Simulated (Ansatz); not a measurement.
The start is a relaxed WS2 cell, doubled along one cell vector, shaken by Gaussian noise of σ = 0.08 Å a coordinate. The structure is fully relaxed (lattice and positions, P = 0) with PBE (plane waves to 420 eV, PAW, scalar-relativistic; Ansatz, a quantum-chemistry and plane-wave program). The first steps use a coarse 2×4×7 k-mesh.

Input geometry:
```yaml
crystal:
  lattice:
    - [11.75594, 0.00000, 0.00000]
    - [0.00000, 5.87797, 0.00000]
    - [0.00000, 0.00000, 3.23138]
  atoms:
    - { symbol: W, position: [0.25071, 0.50911, 0.47655] }
    - { symbol: W, position: [0.76051, 0.48336, 0.49530] }
    - { symbol: W, position: [0.99559, 0.01549, 0.02349] }
    - { symbol: W, position: [0.50917, 0.01315, 0.98650] }
    - { symbol: S, position: [0.38968, 0.77262, 0.51544] }
    - { symbol: S, position: [0.89194, 0.81939, 0.48312] }
    - { symbol: S, position: [0.14956, 0.70806, 0.00890] }
    - { symbol: S, position: [0.63986, 0.71010, 0.00206] }
    - { symbol: S, position: [0.35919, 0.26666, 0.03188] }
    - { symbol: S, position: [0.84978, 0.27221, 0.03391] }
    - { symbol: S, position: [0.10401, 0.23495, 0.51977] }
    - { symbol: S, position: [0.61144, 0.19406, 0.50707] }
```

How large is the pressure on the unrelaxed cell, and of which sign?

+3 GPa (positive: the cell is compressed).

What is the largest force in the starting geometry, and on which atom (counted from 1)?

About 3.5 eV/Å, on W2 (atoms numbered as listed).

By how much does the energy per atom fall from start to end?

0.15 eV/atom.

How does the volume change?

-7.2 %, from 18.61 to 17.27 Å³/atom.

How do the shortest distances between atoms change?

The closest pairs of elements (up to four, under 3.6 Å), start → end: S–W 2.21 → 2.39 Å; S–S 3.07 → 2.92 Å; W–W 3.23 → 3.18 Å.

What band gap does the relaxed structure have at this level?

No gap (metallic).

What does it relax into? Give the structure.


Space group Pnnm (No. 58); a = 5.4124 Å, b = 6.0292 Å, c = 3.1762 Å, α = β = γ = 90.00°

```csv
atom,site,symmetry,x,y,z
W,2b,..2/m,0.0000,0.0000,0.5000
S,4g,..m,0.2889,0.1512,0.0000
```

Final values are on a 9×8×15 k-mesh of the relaxed cell. No spin polarisation in the result.

The relaxed structure here is a generated cell of WS2: the first start was made by placing the elements on the sites of a structure type, and the end was not matched to a known phase here, so it may be hypothetical. Known forms of WS2 include space group No. 194.
